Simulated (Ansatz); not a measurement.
B:
Space group Cmce (No. 64); a = 2.9365 Å, b = 5.3230 Å, c = 3.2661 Å, α = β = γ = 90.00°

```
atom  site  symmetry       x       y       z
----  ----  --------  ------  ------  ------
B       8f       m..  0.0000  0.3442  0.4098
```
(The calculation used a cell of 4 atoms; values per cell refer to that cell.)

Relaxed at zero pressure with plane-wave PAW r²SCAN (Ansatz code).

Question: The volume is raised by 9 % and shape and atoms relax at that volume. What pressure results, and how do the axes share the change?

Answer: -19.7 GPa; a 2.9 %, b 2.8 %, c 3.1 %; the energy rises by 38 meV/atom.

Question: Give the new structure.

Answer: 
Space group Cmce (No. 64); a = 3.0208 Å, b = 5.4726 Å, c = 3.3662 Å, α = β = γ = 90.00°

```tsv
atom	site	symmetry	x	y	z
B	8f	m..	0.0000	0.3450	0.4087
```

The phase is kept; no other phase was compared at this pressure.

The start of the workflow was typed in or built on a structure type; neither database checked (COD, Materials Project) lists it. It is not the phase usual at ambient conditions (space group No. 166). The cell was relaxed with r²SCAN under the symmetry of its start; its stability against distortions is not shown here.

Potentials: the later of the program's two PAW sets.
